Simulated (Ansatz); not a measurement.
Ti (hcp (Mg type), space group No. 194) under volume change, r²SCAN+D4 (plane waves, PAW; program Ansatz), shape and atoms relaxed at each volume.

```json
[
 {"V (Å³/atom)": "15.670", "E − E(relaxed) (meV/atom)": "?", "P (GPa)": "?"},
 {"V (Å³/atom)": "16.186", "E − E(relaxed) (meV/atom)": "25.0", "P (GPa)": "8.11"},
 {"V (Å³/atom)": "16.703", "E − E(relaxed) (meV/atom)": "6.0", "P (GPa)": "3.79"},
 {"V (Å³/atom)": "17.220", "E − E(relaxed) (meV/atom)": "0.0", "P (GPa)": "0.00"},
 {"V (Å³/atom)": "17.736", "E − E(relaxed) (meV/atom)": "?", "P (GPa)": "?"},
 {"V (Å³/atom)": "18.253", "E − E(relaxed) (meV/atom)": "21.0", "P (GPa)": "-6.23"},
 {"V (Å³/atom)": "18.769", "E − E(relaxed) (meV/atom)": "45.3", "P (GPa)": "-8.77"}
]
```

**Question.** Complete the blanks.

**Answer.** 
- 15.670, E − E(relaxed) (meV/atom): 58.9
- 15.670, P (GPa): 13.05
- 17.736, E − E(relaxed) (meV/atom): 5.5
- 17.736, P (GPa): -3.32

**Question.** What does a third-order Birch–Murnaghan fit give for V₀, B₀ and B′?

**Answer.** V₀ = 17.22 Å³/atom, B₀ = 118 GPa, B′ = 3.4.

Space group P6_3/mmc (hcp (Mg type)). The cell was relaxed with r²SCAN+D4 under the symmetry of its start. No spin polarisation was allowed. The pairwise dispersion correction was not fitted to metals.

Potentials: the later of the program's two PAW sets.
